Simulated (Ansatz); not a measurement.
ZrTa:
```cif
data_TaZr
_chemical_formula_sum 'Ta1 Zr1'
_space_group_name_H-M_alt 'P 1'
_space_group_IT_number 1
_cell_length_a 3.43492
_cell_length_b 3.43492
_cell_length_c 3.43492
_cell_angle_alpha 90.000
_cell_angle_beta 90.000
_cell_angle_gamma 90.000
loop_
_space_group_symop_operation_xyz
  'x, y, z'
loop_
_atom_site_label
_atom_site_type_symbol
_atom_site_fract_x
_atom_site_fract_y
_atom_site_fract_z
_atom_site_occupancy
Ta1 Ta 0.00000 0.00000 0.00000 1
Zr1 Zr 0.50000 0.50000 0.50000 1
```

Relaxed with r²SCAN.

Problem. Which orbitals make up the states near the Fermi level in DFT-r²SCAN in the program Ansatz with PAW potentials?

Solution. Within 0.5 eV of the Fermi level: Ta 5d 49 %, Zr 4d 37 %, outside the projected shells 5 %. Projections are on Löwdin-orthogonalised atomic valence shells; empty p or d shells of many metals are not among them.

Problem. Tabulate the density of states.

Solution. States/eV per cell of 2 atoms, in 0.25 eV bins, energy from the Fermi level.

```
E (eV)  total  Ta 5d  Zr 4d  Ta 6s
------  -----  -----  -----  -----
-7.10    0.00   0.00   0.00   0.00
-6.85    0.03   0.00   0.00   0.01
-6.60    0.08   0.00   0.00   0.03
-6.35    0.11   0.00   0.00   0.05
-6.10    0.14   0.00   0.00   0.06
-5.85    0.17   0.00   0.00   0.07
-5.60    0.20   0.00   0.00   0.08
-5.35    0.23   0.01   0.01   0.10
-5.10    0.27   0.01   0.01   0.12
-4.85    0.31   0.02   0.02   0.13
-4.60    0.37   0.03   0.03   0.16
-4.35    0.45   0.04   0.05   0.19
-4.10    0.64   0.09   0.11   0.25
-3.85    1.31   0.28   0.40   0.41
-3.60    1.27   0.28   0.36   0.46
-3.35    0.84   0.20   0.30   0.25
-3.10    1.13   0.44   0.44   0.14
-2.85    1.45   0.63   0.56   0.09
-2.60    2.26   0.93   0.86   0.08
-2.35    2.84   1.29   1.08   0.08
-2.10    1.73   0.88   0.63   0.04
-1.85    1.27   0.72   0.43   0.02
-1.60    0.94   0.54   0.33   0.01
-1.35    0.98   0.56   0.36   0.01
-1.10    4.32   2.19   1.95   0.03
-0.85    3.36   1.88   1.33   0.03
-0.60    2.74   1.50   1.05   0.04
-0.35    3.18   1.61   1.25   0.07
-0.10    3.74   1.83   1.38   0.14
0.15     3.57   1.69   1.29   0.14
0.40     2.49   1.22   0.87   0.08
0.65     1.93   0.98   0.65   0.05
0.90     1.42   0.73   0.46   0.03
1.15     0.68   0.32   0.19   0.02
1.40     0.61   0.33   0.17   0.01
1.65     0.61   0.40   0.19   0.01
1.90     0.80   0.56   0.21   0.01
2.15     0.67   0.29   0.34   0.00
2.40     1.10   0.42   0.61   0.01
2.65     1.41   0.52   0.80   0.01
2.90     1.82   0.66   1.05   0.01
3.15     1.98   0.77   1.10   0.01
3.40     2.30   0.98   1.21   0.01
3.65     2.54   1.16   1.27   0.02
3.90     2.31   1.08   1.15   0.02
4.15     2.33   1.11   1.14   0.02
4.40     4.57   2.87   1.48   0.11
4.65     4.43   2.34   1.60   0.28
```

Space group Pm-3m (CsCl type). The start of the workflow was typed in or built on a structure type; neither database checked (COD, Materials Project) lists it. Its standing as an ambient phase is unchecked. The cell was relaxed with r²SCAN under the symmetry of its start; its stability against distortions is not shown here. No spin polarisation was allowed. Its formation energy is positive at this level, so the cell may be metastable or incomplete. Scalar-relativistic: spin–orbit coupling is off unless named, which matters more the heavier the elements.

Potentials: the later of the program's two PAW sets.
